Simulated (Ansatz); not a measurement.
## Structure relaxation, WC

The start is a relaxed WC cell with every coordinate shifted by Gaussian noise of σ = 0.45 Å. The cell and all atomic positions are relaxed at zero pressure with PBE (plane waves to 420 eV, PAW, scalar-relativistic; Ansatz, a first-principles code). First-step values are on the input's coarse k-mesh.

Ansatz input (later rounds restart from its end on a renewed k-mesh):
Ansatz 0.2 input:
```yaml
crystal:
  lattice:
    - [2.9219640531, 0, 0]
    - [-1.4609820266, 2.5304950989, 0]
    - [0, 0, 2.8472763485]
  atoms:
    - { symbol: W, position: [0.1325487366, 0.3534276795, 0.0576868596] }
    - { symbol: C, position: [0.5159462394, 0.1269244852, 0.3846677821] }
basis: { ecutwfc: 420, ecutrho_ratio: 4, xc_grid: 2, fft_grid_basis: typed }
kpoints: { mp_grid: { grid: [9, 9, 8] } }
hamiltonian:
  xc: pbe
  dispersion: none
  pseudopotentials: { azcp: { folder: ./paw }, kind: paw }
scf: { occupations: { method: fermi_dirac, width: 0.05 } }
relax: { f_tol: 0.01, max_steps: 100, cell: { stress_tol: 0.02 } }
output: { forces: true, stress: true }
```

| Quantity | Value |
|---|---|
| Initial pressure | +62 GPa (positive: the cell is compressed) |
| Largest initial force | about 9.6 eV/Å, on W1, C2 (atoms numbered as listed) |
| Energy released | 1.27 eV/atom |
| Relative to the parent | The parent structure is recovered, P-6m2 (No. 187) |
| Shortest distances (start → end) | The closest pairs of elements (up to four, under 3.6 Å), start → end: C–W 1.82 → 2.21 Å; W–W 2.85 → 2.85 Å; C–C 2.85 → 2.85 Å |
| Band gap at the end | no gap (metallic) |
| Optimiser moves | 8 |

Relaxed structure:

Space group P-6m2 (No. 187); a = b = 2.9220 Å, c = 2.8473 Å, α = β = 90.00°, γ = 120.00°

```csv
atom,site,symmetry,x,y,z
W,1f,-6m2,0.6667,0.3333,0.5000
C,1a,-6m2,0.0000,0.0000,0.0000
```

Final values are on a 18×18×16 k-mesh of the relaxed cell. No spin polarisation in the result.
